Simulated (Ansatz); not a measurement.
Geometry optimisation in Ansatz: input, command and trajectory.

```yaml
crystal:
  lattice:
    - [6.8599174495, 0.0, 0.0]
    - [0.0, 6.7209400498, 0.0]
    - [0.0, 0.0, 6.8599417189]
  atoms:
    - { symbol: Si, position: [0.5001326398, 0.5000681165, 0.4411044345] }
    - { symbol: Si, position: [-0.0001326398, 0.4999318835, 0.9411044345] }
    - { symbol: Si, position: [0.4998673602, 1.0000681165, 0.0588955655] }
    - { symbol: Si, position: [1.0001326398, -6.81165e-05, 0.5588955655] }
    - { symbol: Si, position: [0.6911182127, 0.7501244471, 0.7499624837] }
    - { symbol: Si, position: [0.8088817873, 0.2498755529, 0.2499624837] }
    - { symbol: Si, position: [0.3088817873, 0.2501244471, 0.7500375163] }
    - { symbol: Si, position: [0.1911182127, 0.7498755529, 0.2500375163] }
    - { symbol: O, position: [0.5567831966, 0.68770317, 0.5710435721] }
    - { symbol: O, position: [0.9432168034, 0.31229683, 0.0710435721] }
    - { symbol: O, position: [0.4432168034, 0.18770317, 0.9289564279] }
    - { symbol: O, position: [0.0567831966, 0.81229683, 0.4289564279] }
    - { symbol: O, position: [0.178946056, 0.062530157, 0.6932658527] }
    - { symbol: O, position: [0.321053944, 0.937469843, 0.1932658527] }
    - { symbol: O, position: [0.821053944, 0.562530157, 0.8067341473] }
    - { symbol: O, position: [0.678946056, 0.437469843, 0.3067341473] }
    - { symbol: O, position: [0.0565322369, 0.6873211663, 0.0713516586] }
    - { symbol: O, position: [0.4434677631, 0.3126788337, 0.5713516586] }
    - { symbol: O, position: [0.9434677631, 0.1873211663, 0.4286483414] }
    - { symbol: O, position: [0.5565322369, 0.8126788337, 0.9286483414] }
    - { symbol: O, position: [0.6786274682, 0.062437728, 0.1934206155] }
    - { symbol: O, position: [0.8213725318, 0.937562272, 0.6934206155] }
    - { symbol: O, position: [0.3213725318, 0.562437728, 0.3065793845] }
    - { symbol: O, position: [0.1786274682, 0.437562272, 0.8065793845] }
basis:
  ecutwfc: 420
kpoints:
  mp_grid: { grid: [4, 4, 4] }
hamiltonian:
  xc: lda
scf:
  occupations: { method: gaussian, width: 0.02 }
output:
  forces: true
  stress: true
  eigenvalues: true
relax:
  adjacent_minimum: "off"
  f_tol: 0.01
  max_steps: 30
  cell: { stress_tol: 0.1, fix: [volume] }
```

```bash
ansatz run input.yaml --threads 4 --pin off --max-ram 10240MiB --backend cpu --events-out ev --progress --plain --runs-dir out
```

The calculation used DFT LDA, scalar-relativistic, plane waves, PAW in Ansatz 0.2.0.

The volume is held at 0.94 times that of the relaxed cell.

Of 5 frames 4 are shown, positions in Å and forces in eV/Å; the SCF threshold varies from step to step. Steps run on the plane waves of an earlier cell, with a Pulay correction in the pressure. The basis is chosen afresh for the last frame, the zero of the energies, and at times for earlier ones too; energy and pressure can step there, also at an unchanged geometry. Where two frames share a geometry here, they differ by under 2 meV/atom and 0.3 GPa.

```xyz
24
Lattice="6.8599 0.0000 0.0000 0.0000 6.7209 0.0000 0.0000 0.0000 6.8599" Properties=species:S:1:pos:R:3:forces:R:3 pbc="T T T" step=1 free_energy_over_end_meV_per_atom=7.48 pressure_GPa=6.52
Si    3.4309    3.3609    3.0260    0.0035    0.0004   -0.0247
Si   -0.0009    3.3600    6.4559   -0.0035   -0.0004   -0.0247
Si    3.4290    6.7214    0.4040   -0.0035    0.0004    0.0247
Si    6.8608   -0.0005    3.8340    0.0035   -0.0004    0.0247
Si    4.7410    5.0415    5.1447   -0.0299    0.0000    0.0014
Si    5.5489    1.6794    1.7147    0.0299    0.0000    0.0014
Si    2.1189    1.6811    5.1452    0.0299    0.0000   -0.0014
Si    1.3111    5.0399    1.7152   -0.0299    0.0000   -0.0014
O     3.8195    4.6220    3.9173   -0.2123    0.3173   -0.1397
O     6.4704    2.0989    0.4874    0.2123   -0.3173   -0.1397
O     3.0404    1.2615    6.3726    0.2123    0.3173    0.1397
O     0.3895    5.4594    2.9426   -0.2123   -0.3173    0.1397
O     1.2276    0.4203    4.7558    0.1424   -0.3153    0.2140
O     2.2024    6.3007    1.3258   -0.1424    0.3153    0.2140
O     5.6324    3.7807    5.5341   -0.1424   -0.3153   -0.2140
O     4.6575    2.9402    2.1042    0.1424    0.3153   -0.2140
O     0.3878    4.6194    0.4895   -0.2113    0.3184   -0.1362
O     3.0422    2.1015    3.9194    0.2113   -0.3184   -0.1362
O     6.4721    1.2590    2.9405    0.2113    0.3184    0.1362
O     3.8178    5.4620    6.3705   -0.2113   -0.3184    0.1362
O     4.6553    0.4196    1.3269    0.1444   -0.3146    0.2169
O     5.6345    6.3013    4.7568   -0.1444    0.3146    0.2169
O     2.2046    3.7801    2.1031   -0.1444   -0.3146   -0.2169
O     1.2254    2.9408    5.5331    0.1444    0.3146   -0.2169
24
Lattice="6.8676 0.0000 0.0000 0.0000 6.7058 0.0000 0.0000 0.0000 6.8677" Properties=species:S:1:pos:R:3:forces:R:3 pbc="T T T" step=2 free_energy_over_end_meV_per_atom=3.90 pressure_GPa=4.86
Si    3.4348    3.3534    3.0155    0.0022    0.0003   -0.0059
Si   -0.0009    3.3525    6.4493   -0.0022   -0.0003   -0.0059
Si    3.4329    6.7063    0.4184   -0.0022    0.0003    0.0059
Si    6.8686   -0.0005    3.8522    0.0022   -0.0003    0.0059
Si    4.7324    5.0302    5.1505   -0.0089    0.0002    0.0009
Si    5.5690    1.6756    1.7167    0.0089   -0.0002    0.0009
Si    2.1352    1.6773    5.1510    0.0089    0.0002   -0.0009
Si    1.2986    5.0285    1.7172   -0.0089   -0.0002   -0.0009
O     3.8115    4.6192    3.9136   -0.1470    0.2668   -0.0796
O     6.4899    2.0867    0.4798    0.1470   -0.2668   -0.0796
O     3.0561    1.2662    6.3879    0.1470    0.2668    0.0796
O     0.3777    5.4396    2.9541   -0.1470   -0.2668    0.0796
O     1.2371    0.4118    4.7734    0.0806   -0.2660    0.1476
O     2.1967    6.2940    1.3395   -0.0806    0.2660    0.1476
O     5.6305    3.7647    5.5281   -0.0806   -0.2660   -0.1476
O     4.6709    2.9411    2.0943    0.0806    0.2660   -0.1476
O     0.3760    4.6166    0.4819   -0.1463    0.2676   -0.0773
O     3.0579    2.0893    3.9157    0.1463   -0.2676   -0.0773
O     6.4917    1.2637    2.9519    0.1463    0.2676    0.0773
O     3.8098    5.4422    6.3857   -0.1463   -0.2676    0.0773
O     4.6687    0.4112    1.3406    0.0819   -0.2656    0.1494
O     5.6327    6.2946    4.7744   -0.0819    0.2656    0.1494
O     2.1989    3.7641    2.0932   -0.0819   -0.2656   -0.1494
O     1.2349    2.9417    5.5270    0.0819    0.2656   -0.1494
24
Lattice="6.8674 0.0000 0.0000 0.0000 6.7063 0.0000 0.0000 0.0000 6.8674" Properties=species:S:1:pos:R:3:forces:R:3 pbc="T T T" step=3 free_energy_over_end_meV_per_atom=0.01 pressure_GPa=0.84
Si    3.4346    3.3535    2.9959   -0.0028    0.0014    0.0159
Si   -0.0009    3.3528    6.4296    0.0028   -0.0014    0.0159
Si    3.4328    6.7067    0.4378    0.0028    0.0014   -0.0159
Si    6.8683   -0.0004    3.8715   -0.0028   -0.0014   -0.0159
Si    4.7127    5.0304    5.1504    0.0181    0.0025   -0.0017
Si    5.5884    1.6759    1.7167   -0.0181   -0.0025   -0.0017
Si    2.1547    1.6773    5.1507   -0.0181    0.0025    0.0017
Si    1.2790    5.0290    1.7170    0.0181   -0.0025    0.0017
O     3.7839    4.6415    3.8969   -0.0062   -0.0001   -0.0107
O     6.5172    2.0649    0.4632    0.0062    0.0001   -0.0107
O     3.0835    1.2883    6.4042    0.0062   -0.0001    0.0107
O     0.3502    5.4180    2.9705   -0.0062    0.0001    0.0107
O     1.2537    0.3896    4.8006    0.0126    0.0007    0.0077
O     2.1800    6.3167    1.3669   -0.0126   -0.0007    0.0077
O     5.6137    3.7428    5.5005   -0.0126    0.0007   -0.0077
O     4.6874    2.9636    2.0668    0.0126   -0.0007   -0.0077
O     0.3486    4.6393    0.4651   -0.0066   -0.0001   -0.0120
O     3.0851    2.0670    3.8988    0.0066    0.0001   -0.0120
O     6.5188    1.2862    2.9686    0.0066   -0.0001    0.0120
O     3.7823    5.4202    6.4023   -0.0066    0.0001    0.0120
O     4.6854    0.3891    1.3679    0.0121    0.0022    0.0060
O     5.6157    6.3173    4.8016   -0.0121   -0.0022    0.0060
O     2.1820    3.7422    2.0658   -0.0121    0.0022   -0.0060
O     1.2517    2.9641    5.4995    0.0121   -0.0022   -0.0060
24
Lattice="6.8686 0.0000 0.0000 0.0000 6.7040 0.0000 0.0000 0.0000 6.8686" Properties=species:S:1:pos:R:3:forces:R:3 pbc="T T T" step=5 free_energy_over_end_meV_per_atom=0.00 pressure_GPa=0.77
Si    3.4349    3.3523    2.9966    0.0008   -0.0005   -0.0006
Si   -0.0006    3.3517    6.4309   -0.0008    0.0005   -0.0006
Si    3.4337    6.7043    0.4377   -0.0008   -0.0005    0.0006
Si    6.8692   -0.0003    3.8719    0.0008    0.0005    0.0006
Si    4.7138    5.0286    5.1512   -0.0014   -0.0006    0.0007
Si    5.5891    1.6754    1.7170    0.0014    0.0006    0.0007
Si    2.1548    1.6766    5.1516    0.0014   -0.0006   -0.0007
Si    1.2795    5.0274    1.7173   -0.0014    0.0006   -0.0007
O     3.7843    4.6404    3.8975    0.0001    0.0003    0.0003
O     6.5186    2.0637    0.4632   -0.0001   -0.0003    0.0003
O     3.0843    1.2883    6.4054   -0.0001    0.0003   -0.0003
O     0.3500    5.4157    2.9711    0.0001   -0.0003   -0.0003
O     1.2540    0.3887    4.8016   -0.0007   -0.0003    0.0001
O     2.1803    6.3153    1.3674    0.0007    0.0003    0.0001
O     5.6146    3.7408    5.5012    0.0007   -0.0003   -0.0001
O     4.6882    2.9633    2.0669   -0.0007    0.0003   -0.0001
O     0.3488    4.6387    0.4647    0.0005    0.0000    0.0002
O     3.0855    2.0654    3.8990   -0.0005    0.0000    0.0002
O     6.5198    1.2867    2.9696   -0.0005    0.0000   -0.0002
O     3.7831    5.4174    6.4039    0.0005    0.0000   -0.0002
O     4.6868    0.3883    1.3681   -0.0002   -0.0004   -0.0006
O     5.6161    6.3157    4.8024    0.0002    0.0004   -0.0006
O     2.1818    3.7403    2.0662    0.0002   -0.0004    0.0006
O     1.2525    2.9637    5.5005   -0.0002    0.0004    0.0006
```

It took 2.7 min on 4 threads of Intel(R) Xeon(R) Processor @ 2.50GHz (Skylake/Cascade Lake), on a shared host, peak memory 1.2 GiB.